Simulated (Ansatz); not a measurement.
# Computed frozen-phonon scan: Li (bcc, W type)

Li (bcc, W type)

```
CELL_PARAMETERS angstrom
     -3.47628     3.47628     3.47628
      0.00000     0.00000     3.47628
      0.00000     3.47628     0.00000
ATOMIC_POSITIONS crystal
  Li 0.00000 0.00000 0.00000
  Li 0.50000 0.00000 0.00000
```

The atoms are displaced by Q × the pattern below (from a DFPT mode at H = (0.5, 0.5, 0.5), largest move 1; Q in Å), at fixed cell. It is one choice among 3 degenerate patterns. (q is in reciprocal vectors of the primitive cell; the cell shown is doubled to hold the pattern.)

```tsv
atom	x	y	z
Li1	0.000	0.000	-1.000
Li2	0.000	0.000	1.000
```

Level of theory: r2SCAN (plane waves to 500 eV, PAW, scalar-relativistic; Ansatz, a quantum-chemistry and plane-wave program). k mesh 19×19×19 (Γ-centred), Fermi-Dirac smearing 0.05 eV. E stands for the smeared free energy. With partly filled bands, energies and forces of such displacements shift with the k mesh and the smearing. Li was relaxed with its symmetry unable to fall. The PAW data are Ansatz's earlier set. ΔE is measured from the undisplaced structure.

```
Q (Å)   ΔE (eV/cell)  −dE/dQ from forces (eV/Å)
------  ------------  -------------------------
-0.100        0.0279                      0.553
-0.083        0.0194                      0.464
-0.067        0.0125                      0.372
-0.050        0.0070                      0.280
-0.033        0.0031                      0.187
-0.017        0.0008                      0.094
0.000         0.0000                      0.000
0.017         0.0008                     -0.094
0.033         0.0031                     -0.187
0.050         0.0070                     -0.280
0.067         0.0125                     -0.372
0.083         0.0194                     -0.464
0.100         0.0279                     -0.553
```

What the scan shows:

Energy at Q = 0.100 Å: 27.9 meV/cell
Space group of the distorted cell: P4/nmm (No. 129), lowered from Im-3m
Symmetry of the curve: even: the same for both signs
Shape of the curve: a single well with its minimum at or next to zero displacement
Harmonic wavenumber from the curvature (finite differences): 332 cm⁻¹
Wavenumber by perturbation theory (DFPT, on another k mesh): 332 cm⁻¹

(A displaced cell: forces are minus the slopes of the energy, force constants its curvatures, and phonons follow from these.)
